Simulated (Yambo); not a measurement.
BSE-type run in Yambo on Sr2WZnO6 (space group Fm-3m, No. 225), at zero momentum.

Quantum ESPRESSO step (PBEsol, PseudoDojo standard norm-conserving files, scalar-relativistic):
```
&CONTROL
  calculation = 'nscf'
  pseudo_dir = './pseudo'
  outdir = './out'
/
&SYSTEM
  ibrav = 0
  nat = 10
  ntyp = 4
  ecutwfc = 84.0
  ecutrho = 336.0
  occupations = 'fixed'
  force_symmorphic = .true.
  nbnd = 97
/
&ELECTRONS
  conv_thr = 1e-08
  diago_full_acc = .true.
  diago_thr_init = 1e-08
/
ATOMIC_SPECIES
O 15.9990 O.upf
Zn 65.3800 Zn.upf
Sr 87.6200 Sr.upf
W 183.8400 W.upf
CELL_PARAMETERS angstrom
  0.000000000000   4.035525000000   4.035525000000
  4.035525000000   0.000000000000   4.035525000000
  4.035525000000   4.035525000000   0.000000000000
ATOMIC_POSITIONS crystal
O   0.758970000000   0.758970000000   0.241030000000
O   0.241030000000   0.241030000000   0.758970000000
O   0.241030000000   0.758970000000   0.758970000000
O   0.758970000000   0.241030000000   0.241030000000
O   0.758970000000   0.241030000000   0.758970000000
O   0.241030000000   0.758970000000   0.241030000000
Zn   0.500000000000   0.500000000000   0.500000000000
Sr   0.750000000000   0.750000000000   0.750000000000
Sr   0.250000000000   0.250000000000   0.250000000000
W   0.000000000000   0.000000000000   0.000000000000
K_POINTS automatic
4 4 4 0 0 0
```

Yambo input:
```
rim_cut
optics
bse
bss
dipoles
em1s
RandQpts= 1000000
RandGvec= 1 Ry
FFTGvecs= 40 Ry
Chimod= "HARTREE"
BSKmod= "SEX"
BSEmod= "resonant"
BSSmod= "hs"
BSENGexx= 15 Ry
BSENGBlk= 3 Ry
% KfnQP_E
 1.686 | 1.0 | 1.0 |
%
% BSEQptR
 1 | 1 |
%
% BSEBands
 35 | 51 |
%
% BEnRange
 0.0 | 9.7 | eV
%
% BDmRange
 0.15 | 0.15 | eV
%
BEnSteps= 194
% BLongDir
 1.0 | 0.0 | 0.0 |
%
BSHayTrs= -0.02
BSSNEig= 24
WRbsWF
% BndsRnXs
 6 | 92 |
%
NGsBlkXs= 3 Ry
% LongDrXs
 1.0 | 1.0 | 1.0 |
%
```

From the report:

The dimension is k points × valence × conduction bands = 64 × 11 × 6 = 4224.
```
   [SLEPC] Approach                          : Krylov-Schur
   [SLEPC] Number of requested eigenvalues   :  24
   [SLEPC] Number of eigenvalues        [NEV]:  24
    [K] Dimension                                    :   4224
    [K] Bands                                        :   35   51
    [K] Exchange res                                 : yes
    [K] Correlation res                              : yes
    [K] W interaction is bare                        : no
    [K] RL vectors exchange                          :   941
    [K] RL vectors correlation                       :   89
    [W] Matrix size                                  :   89
    [W] Bands                                        :    6   92
    [W] Coulomb Cutoff                               : none
    [W] Hxc Kernel                                   : HARTREE
```
Lowest eigenvalues (eV; in brackets the number of states within 2 meV): 3.70 (1), 3.83 (3), 3.92 (3), 3.98 (3), 4.11 (2), 4.13 (3). They depend on the mesh, which isn't converged, and on the G0W0 scissor.

Spin-orbit coupling is not included.

Geometry of the Materials Project entry, not relaxed at this level.

With a shallow 3d shell G0W0 needs far more bands and larger blocks than here, so the scissor is uncertain by tenths of an eV or more.
